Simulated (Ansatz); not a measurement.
In DFT-r²SCAN in the program Ansatz with PAW potentials, LiCl in the zinc blende structure (F-43m) relaxes to a = 5.467 Å. Li has 4 nearest neighbours from 2.37 Å (tetrahedral); Cl has 4 nearest neighbours from 2.37 Å (tetrahedral). Its formation energy from the elements is -2.01 eV/atom, with no fitted shifts.

It is gapped at this level: 6.71 eV (direct). The valence maximum lies at Γ and the conduction minimum at Γ. HSE06 on the same cell gives 7.38 eV. The electron mass is 0.51 mₑ (isotropic).

An equation-of-state fit gives a bulk modulus of 26.3 GPa. The relaxed-ion elastic constants in GPa are C11 = 32.8, C12 = 23.0, C44 = 14.1. The elastic constants imply a Debye temperature near 283 K. Bader charges are Li +0.90, Cl -0.90 e.

The start of the workflow was typed in or built on a structure type; neither database checked (COD, Materials Project) lists it. It is not the phase usual at ambient conditions (space group No. 225). The r²SCAN relaxation kept the symmetry of its start; its stability against distortions is not shown here. The references are the lowest solids computed at this level, not always the standard phases (solids in place of the gases).

Potentials: the later of the program's two PAW sets.
